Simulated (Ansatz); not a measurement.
# Profile along the Hf–Hf line in Hf (hcp, Mg type)

Hf (hcp, Mg type)

Space group P6₃/mmc (No. 194); a = 3.198 Å, b = 3.198 Å, c = 5.047 Å, α = 90.00°, β = 90.00°, γ = 120.00°

```
atom  site  symmetry       x       y       z
----  ----  --------  ------  ------  ------
Hf      2d      -6m2  0.6667  0.3333  0.2500
```

Fields along a shortest Hf–Hf line of a (-1 1 0 2) plane (3.20 Å), from Hf to Hf, interpolated on the slice's grid (step about 0.3 Å). Level of theory: r2SCAN (plane waves to 500 eV, PAW, scalar-relativistic; Ansatz, a quantum-chemistry and plane-wave program). k mesh 17×17×9. Inside the PAW spheres the values are not all-electron values, and peaks at nuclei hang on which shells count as valence. Hf is run without spin polarisation. Hf was relaxed with its symmetry unable to fall. Spin-orbit coupling is left out, though Hf is heavy. The PAW data are Ansatz's earlier set.

```
distance from Hf (Å)  valence electron density (e/Å³)  electron localisation function
--------------------  -------------------------------  ------------------------------
0.00                                            59.67                               x
0.16                                            49.98                               x
0.32                                            30.04                               x
0.48                                            13.47                               x
0.64                                             4.76                            0.75
0.80                                             1.62                            0.58
0.96                                             0.68                            0.33
1.12                                             0.36                            0.16
1.28                                             0.23                            0.15
1.44                                             0.19                            0.23
1.60                                             0.19                            0.29
1.76                                             0.19                            0.23
1.92                                             0.23                            0.15
2.08                                             0.36                            0.16
2.24                                             0.68                            0.33
2.40                                             1.62                            0.58
2.56                                             4.76                            0.75
2.72                                            13.47                               x
2.88                                            30.04                               x
3.04                                            49.98                               x
3.20                                            59.67                               x
```

x: too close to a nucleus for the ELF to mean much.

Density on the Hf–Hf line (3.20 Å) at its midpoint: 0.19 e/Å³. ELF at that point: 0.29.
